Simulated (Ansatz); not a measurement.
## Energy over volume and axial ratio for CoSn (CoSn type, space group P6/mmm)

CoSn (CoSn type, space group P6/mmm)

```yaml
crystal:
  lattice:
    - [5.24162, 0.00000, 0.00000]
    - [-2.62081, 4.53938, 0.00000]
    - [0.00000, 0.00000, 4.18794]
  atoms:
    - { symbol: Co, position: [0.50000, 0.00000, 0.00000] }
    - { symbol: Co, position: [0.50000, 0.50000, 0.00000] }
    - { symbol: Co, position: [0.00000, 0.50000, 0.00000] }
    - { symbol: Sn, position: [0.00000, 0.00000, 0.00000] }
    - { symbol: Sn, position: [0.33333, 0.66667, 0.50000] }
    - { symbol: Sn, position: [0.66667, 0.33333, 0.50000] }
```

The relaxed cell is deformed in two ways at once: its volume V is scaled, and at that volume it is stretched along z (the c axis of the conventional cell) so that c/a changes. Fractional atomic positions are held.

All values below come from r2SCAN (plane waves to 500 eV, PAW, scalar-relativistic; Ansatz, a first-principles code). k mesh 10×10×11 (Γ-centred), Fermi-Dirac smearing 0.05 eV. Energies are smeared free energies. Compression counts positive. With partly filled bands, the response to shear is sensitive to the k mesh, so small differences along c/a are uncertain. CoSn is run without spin polarisation. CoSn was relaxed with its symmetry unable to fall. The zero of ΔE is the relaxed starting cell.

ΔE (eV/atom), with V/V₀ across and (c/a)/(c/a)₀ down:

```
(c/a)/(c/a)₀ \ V/V₀  0.920  0.947  0.973  1.000  1.027  1.053  1.080
-------------------  -----  -----  -----  -----  -----  -----  -----
0.880                0.193  0.153  0.128  0.116  0.114  0.122  0.138
0.920                0.116  0.080  0.059  0.051  0.053  0.064  0.084
0.960                0.070  0.037  0.019  0.012  0.017  0.030  0.051
1.000                0.056  0.023  0.006  0.000  0.005  0.019  0.041
1.040                0.070  0.036  0.018  0.011  0.016  0.029  0.051
1.080                0.108  0.073  0.052  0.043  0.046  0.057  0.077
1.120                0.169  0.129  0.105  0.093  0.092  0.101  0.117
```

P (GPa), with V/V₀ across and (c/a)/(c/a)₀ down:

```tsv
(c/a)/(c/a)₀ \ V/V₀	0.920	0.947	0.973	1.000	1.027	1.053	1.080
0.880	17.3	11.6	6.6	2.4	-1.3	-4.4	-7.1
0.920	15.8	10.1	5.2	1.1	-2.5	-5.6	-8.2
0.960	14.8	9.2	4.4	0.3	-3.3	-6.3	-8.9
1.000	14.6	8.9	4.1	0.0	-3.5	-6.6	-9.2
1.040	14.9	9.2	4.4	0.2	-3.3	-6.4	-9.0
1.080	15.8	10.1	5.2	1.0	-2.6	-5.7	-8.3
1.120	17.2	11.4	6.4	2.2	-1.5	-4.7	-7.4
```

Derived quantities:

Lowest place on the grid: V/V₀ = 1.000, (c/a)/(c/a)₀ = 1.000 (0 meV/atom). Highest place on the grid: V/V₀ = 0.920, (c/a)/(c/a)₀ = 0.880 (193 meV/atom).

(A scan under strain: stresses follow from slopes of the energy per volume, elastic moduli from its curvatures.)
